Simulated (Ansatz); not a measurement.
Phonons of a relaxed structure of MgSe by density-functional perturbation theory (low response-accuracy setting, no LO–TO term) at Γ and zone-boundary points with q components 0 or ½ of the primitive reciprocal vectors. The numbers are results of r2SCAN (plane waves to 500 eV, PAW, scalar-relativistic; Ansatz, a first-principles code), not measurements. Γ-centred k-mesh 8×8×8, Fermi–Dirac smearing 0.05 eV.

```yaml
crystal:
  lattice:
    - [0.00000, 2.73611, 2.73611]
    - [2.73611, 0.00000, 2.73611]
    - [2.73611, 2.73611, 0.00000]
  atoms:
    - { symbol: Se, position: [0.00000, 0.00000, 0.00000] }
    - { symbol: Mg, position: [0.50000, 0.50000, 0.50000] }
```

Space group Fm-3m (No. 225), rock salt type.

```csv
q,wavenumbers (cm⁻¹; i marks imaginary)
Γ,"0 (×3), 182 (×3)"
"L (½, 0, 0)","102 (×2), 179, 184 (×2), 333"
"X (½, ½, 0)","88 (×2), 131, 196 (×2), 217"
```

**Question.** What do these wavenumbers say about the structure?

**Answer.** No instability shows at these points (nothing beyond 15i cm⁻¹, the threshold used here). Other wavevectors were not sampled, so this does not prove stability.

No spin polarisation in the result.
